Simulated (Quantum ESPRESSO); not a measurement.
```cif
data_Ba6F3N3
_chemical_formula_sum 'N3 F3 Ba6'
_space_group_name_H-M_alt 'R-3m :H'
_space_group_IT_number 166
_space_group_name_Hall '-R 3 2"'
_cell_length_a 3.94356
_cell_length_b 3.94356
_cell_length_c 19.80247
_cell_angle_alpha 90.000
_cell_angle_beta 90.000
_cell_angle_gamma 120.000
loop_
_atom_site_label
_atom_site_type_symbol
_atom_site_symmetry_multiplicity
_atom_site_Wyckoff_symbol
_atom_site_fract_x
_atom_site_fract_y
_atom_site_fract_z
_atom_site_occupancy
N1 N 3 b 0.00000 0.00000 0.50000 1
F1 F 3 a 0.00000 0.00000 0.00000 1
Ba1 Ba 6 c 0.00000 0.00000 0.24220 1
```
(The calculation used a cell of 4 atoms; values per cell refer to that cell.)

Cell and atoms were relaxed with PBEsol from Materials Project entry mp-1018096, within its symmetry.

Problem. What does PBEsol (pw.x of Quantum ESPRESSO, ONCV potentials, scalar-relativistic) give for the electronic structure near the Fermi level?

Solution. The PBEsol gap is direct, 0.89 eV at F. 

The structure is a Materials Project entry; no match was found in the copy of COD used, and its stability was not checked.
